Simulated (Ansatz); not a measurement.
The calculation used DFT PBE, scalar-relativistic, plane waves, PAW (Ansatz 0.2.0). All cells share a 420 eV cutoff and Γ-centred k meshes spaced about 0.3 Å⁻¹ or finer (0.25 for metals, 2π included). No spin polarisation.

A search over trial structures of B5As2 gave this relaxed cell.

Space group C2/m (No. 12). a = 5.870 Å, b = 3.152 Å, c = 8.428 Å, α = 90.00°, β = 93.59°, γ = 90.00°
```json
{"atom": "B", "site": "2c", "symmetry": "2/m", "x": "0.0000", "y": "0.0000", "z": "0.5000"}
{"atom": "B", "site": "4i", "symmetry": "m", "x": "0.7301", "y": "0.0000", "z": "0.4443"}
{"atom": "B", "site": "4i", "symmetry": "m", "x": "0.9949", "y": "0.0000", "z": "0.8991"}
{"atom": "As", "site": "4i", "symmetry": "m", "x": "0.6900", "y": "0.0000", "z": "0.1972"}
```

**Question.** Is it a true minimum?

**Answer.** As far as tested, yes. The phonons at Γ show no imaginary mode. (Phonon run: 12×12×4 k mesh, Gaussian smearing of 0.10 eV.) After random moves of the atoms it relaxes back. Other q points weren't tested. The optical modes at Γ run from 125 to 1030 cm⁻¹. Around B on a site of symmetry 2/m lie 2 B at 1.62 Å; B on a site of symmetry m has 1 B at 1.62 Å, 2 B at 1.84 Å and 1 As at 2.08 Å; around B on a second site of symmetry m lie 1 B at 1.70 Å and 3 As at 2.05–2.07 Å; around As lie 4 B at 2.05–2.08 Å.

An odd number of electrons in the primitive cell allows no gap without spin; a larger cell or a magnetic state could open one. Phonons of metals hang on the k mesh and the smearing.
